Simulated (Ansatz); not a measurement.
## Two-dimensional strain map in Cu

Method: DFT r2SCAN, scalar-relativistic, plane waves, PAW (Ansatz 0.2.0). The runs took a 500 eV cutoff, a Γ-centred 22×22×22 mesh and Gaussian smearing (0.15 eV). No spin polarisation. Energies are free energies at this smearing, counted from the undisturbed cell; pressure is positive in compression.

The undisturbed cell (as given, not relaxed at this level; it stands at -4.8 GPa):

```
Cu
1.0
     0.00000    1.80750    1.80750
     1.80750    0.00000    1.80750
     1.80750    1.80750    0.00000
Cu
1
Direct
  0.00000 0.00000 0.00000
```

The cell is strained by p along both x and y and by q along z, fractional coordinates fixed. Points are written (p, q).

Energy above the undisturbed cell in meV/atom (a dash: not computed):

```csv
p \ q,-0.030,-0.015,0.000,0.015,0.030
-0.030,16.2,6.5,0.9,-1.2,0.3
-0.015,-0.4,–,-5.4,–,2.8
0.000,-4.5,-3.8,0.0,6.7,16.1
0.015,2.3,–,15.3,–,38.7
0.030,18.5,27.6,39.2,53.1,69.1
```

Pressure in GPa:

```csv
p \ q,-0.030,-0.015,0.000,0.015,0.030
-0.030,11.3,8.1,5.1,2.5,0.1
-0.015,5.1,–,-0.3,–,-4.6
0.000,-0.2,-2.6,-4.8,-6.8,-8.5
0.015,-4.6,–,-8.6,–,-11.8
0.030,-8.4,-10.2,-11.8,-13.2,-14.5
```